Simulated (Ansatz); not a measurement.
An Ansatz (a program for electronic structure) input:

Ansatz 0.2 input:
```yaml
crystal:
  lattice:
    - [0.0, 3.2843199594, 3.2843199594]
    - [3.2843199594, 0.0, 3.2843199594]
    - [3.2843199594, 3.2843199594, 0.0]
  atoms:
    - { symbol: Pb, position: [0.0, 0.0, 0.0] }
    - { symbol: Te, position: [0.5, 0.5, 0.5] }
kpoints:
  mp_grid: { grid: [6, 6, 6] }
hamiltonian:
  xc: hse06
  pseudopotentials: { kind: paw }
scf:
  n_extra_bands: 6
  occupations: { method: fixed }
output:
  eigenvalues: true
  eigenstates:
    e_range: [-9.0, 9.2]
    kpoints:
      - [0.0, 0.0, 0.5]  # VBM
      - [0.0, 0.0, 0.5]  # CBM
      - [0.0, 0.0, 0.0]  # GAMMA
      - [0.5, 0.0, 0.5]  # X
      - [0.5, 0.5, 0.5]  # L
      - [0.5, 0.25, 0.75]  # W
      - [0.375, 0.375, 0.75]  # K
      - [0.625, 0.25, 0.625]  # U
```

### Question
How many symmetry operations and irreducible k-points will the run report?

### Answer
48 operations, 16 of 216 k-points.

### Question
With a cutoff of 420 eV, how many plane waves at Γ?

### Answer
1411.

It took roughly 2.3 core-minutes on shared server cores.

The points marked VBM and CBM come from a semilocal run.

Space group Fm-3m (rock salt). Symmetry was held in the PBE relaxation. Scalar-relativistic: spin–orbit coupling is off unless named, which matters more the heavier the elements.

Potentials: the later of the program's two PAW sets.

Ansatz is a plane-wave DFT program.
